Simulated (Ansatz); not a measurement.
One crystal and one scan (scan of one atom of the cell) at two levels, PBE (plane waves to 420 eV, PAW, scalar-relativistic; Ansatz, a first-principles code) and r2SCAN (plane waves to 500 eV, PAW, scalar-relativistic; Ansatz), each from its own relaxed cell and on its own mesh. The cell shown is that of PBE.

Starting cell, HfN (rock salt):

```yaml
crystal:
  lattice:
    - [0.00000, 4.54789, 4.54789]
    - [2.27394, 0.00000, 2.27394]
    - [2.27394, 2.27394, 0.00000]
  atoms:
    - { symbol: N, position: [0.00000, 0.00000, 0.00000] }
    - { symbol: N, position: [0.50000, 0.00000, 0.00000] }
    - { symbol: Hf, position: [0.25000, 0.50000, 0.50000] }
    - { symbol: Hf, position: [0.75000, 0.50000, 0.50000] }
```

In this cell atom 3 (Hf, nearest neighbour N at 2.274 Å; its periodic images, 3.2 Å or more away, move with it) is moved by s along Cartesian z, unit vector (0.000, 0.000, 1.000); all other atoms and the cell stay fixed.

The energy includes the smearing's −TS. HfN is run without spin polarisation. HfN was relaxed with its symmetry unable to fall. Spin-orbit coupling is left out, though Hf is heavy. (PBE) Left out: 2 of 11 points, with atoms too close for the PAW data. (r2SCAN) Left out: 2 of 11 points, with atoms too close for the PAW data. With partly filled bands, energies and forces of such displacements shift with the k mesh and the smearing. Percentages come from the unrounded values. Both scans cover s from -0.360 to 0.360 Å.

```
quantity                                                            PBE  r2SCAN     PBE − r2SCAN
----------------------------------------------------------------  -----  ------  ---------------
Lattice constant a (Å)                                            4.548   4.525  +0.023 (+0.5 %)
Energy at s = 0.360 Å (meV/cell)                                    877     903     -26 (-2.9 %)
Force along the line at s = -0.360 Å (eV/Å)                       6.014   6.228  -0.214 (-3.4 %)
Force constant k = d²E/ds² at s = 0 (finite differences) (eV/Å²)  10.45   10.60   -0.15 (-1.4 %)
```

PBE gives the higher value for: lattice constant a. PBE gives the lower value for: energy at s = 0.360 Å; force along the line at s = -0.360 Å. They agree on: force constant k = d²E/ds² at s = 0 (within 1.5 %). Both give the same symmetry of the curve: even: the same for both signs. Neither level is exact: the differences show how much the result hangs on the functional.

ΔE (meV/cell), each from the undisplaced structure of its own level:

```json
[
 {"s (Å)": "-0.360", "PBE": "877", "r2SCAN": "903"},
 {"s (Å)": "-0.270", "PBE": "443", "r2SCAN": "455"},
 {"s (Å)": "-0.180", "PBE": "181", "r2SCAN": "184"},
 {"s (Å)": "-0.090", "PBE": "43", "r2SCAN": "44"},
 {"s (Å)": "0.000", "PBE": "0", "r2SCAN": "0"},
 {"s (Å)": "0.090", "PBE": "43", "r2SCAN": "44"},
 {"s (Å)": "0.180", "PBE": "181", "r2SCAN": "184"},
 {"s (Å)": "0.270", "PBE": "443", "r2SCAN": "455"},
 {"s (Å)": "0.360", "PBE": "877", "r2SCAN": "903"}
]
```

(A displaced cell: forces are minus the slopes of the energy, force constants its curvatures, and phonons follow from these.)
